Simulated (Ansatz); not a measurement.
A geometry of WSe₂ away from equilibrium: step 2 of the relaxation of a relaxed WSe2 cell with every coordinate shifted by Gaussian noise of σ = 0.2 Å. Method: PBEsol (plane waves to 420 eV, PAW, scalar-relativistic; Ansatz, a quantum-chemistry and plane-wave program). Γ-centred k-mesh 8×8×2 on the run's cell (coarser than for final values), Fermi–Dirac smearing 0.05 eV.

```xyz
6
Lattice="3.2683 0.0069 -0.0012 -1.6282 2.8298 -0.0048 -0.0047 -0.0253 13.0834" Properties=species:S:1:pos:R:3:forces:R:3 pbc="T T T" free_energy=-42211.950 pressure_GPa=-5.7
W      0.1486     1.9672     3.3362   -2.1280   -0.2421   -1.3407
W      1.8522     0.8764     9.7263   -1.9880    0.6692    5.2236
Se     0.1223     1.8437     8.2063    1.1965   -0.3263   -2.5481
Se     1.6035     0.9492     1.4006    0.8068    0.3423    2.9237
Se     1.5807     1.0367     5.1285    1.3724   -0.1331   -1.5483
Se     0.0537     1.8910    11.6678    0.7402   -0.3101   -2.7101
```

Positions in Å, forces in eV/Å, free energy of the cell in eV (comparable only within this code, potentials and settings). Largest force: 5.63 eV/Å, on W2 (atoms numbered as listed); the geometry lies 0.26 eV/atom above the end of its relaxation.

No spin polarisation in the result. Without a van der Waals term the distances between weakly bound units are poorly fixed.
